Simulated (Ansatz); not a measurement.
Method: Ansatz 0.2.0, DFT PBE, scalar-relativistic, plane waves, PAW. All cells share a 420 eV cutoff and Γ-centred k meshes spaced at most about 0.3 Å⁻¹ (about 0.25 or finer for metals, 2π included). No spin polarisation in the final relaxations.

All energies are static (0 K, no zero-point motion).

Two relaxed structures of GaSe3:

A. Space group Pm-3m (No. 221), cubic, a = 5.041 Å. Around Ga lie 6 Se at 2.52 Å; Se has 2 Ga at 2.52 Å.

B. Space group Fm-3m (No. 225), cubic, a = 6.885 Å. Around Ga lie 8 Se at 2.98 Å and 6 Se at 3.44 Å; around Se on a site of symmetry m-3m lie 8 Se at 2.98 Å and 6 Ga at 3.44 Å; Se on a site of symmetry -43m is surrounded by 4 Ga at 2.98 Å, 4 Se at 2.98 Å and 6 Se at 3.44 Å.

**Question.** Which would you expect to be lower, and how large is the difference?

**Answer.** B is lower, by 129 meV/atom. A has the ReO3 type, space group Pm-3m (No. 221), 32.0 Å³/atom and no gap on its mesh; B has the BiF3 (D0_3) type, space group Fm-3m (No. 225), 20.4 Å³/atom and no gap. Counting Se atoms around Ga (those within 1.25 times the shortest such distance or 1.15 times the sum of covalent radii, 1.27 where that leaves under three; a plus sign parts nearer from farther groups; the shortest distance is added where it exceeds 1.18 times the sum of covalent radii), A has Ga 6 and B has Ga 8+6 from 3.0 Å. The denser one is the lower, and pressure would at first widen the difference. Even the lower one lies +0.34 eV/atom against the reference forms of the elements (uncorrected), so neither is stable at this level. Both come from invented guesses. A third cell relaxed alike, in Im-3m, lies 0.41 eV/atom below the lower of the two.

In Pm-3m, Fm-3m an odd number of electrons in the primitive cell allows no gap without spin; a larger cell or a magnetic state could open one. A magnetic state wasn't ruled out in cells without spin, among them Pm-3m, Fm-3m. Cells relaxed within their symmetry can be saddle points.
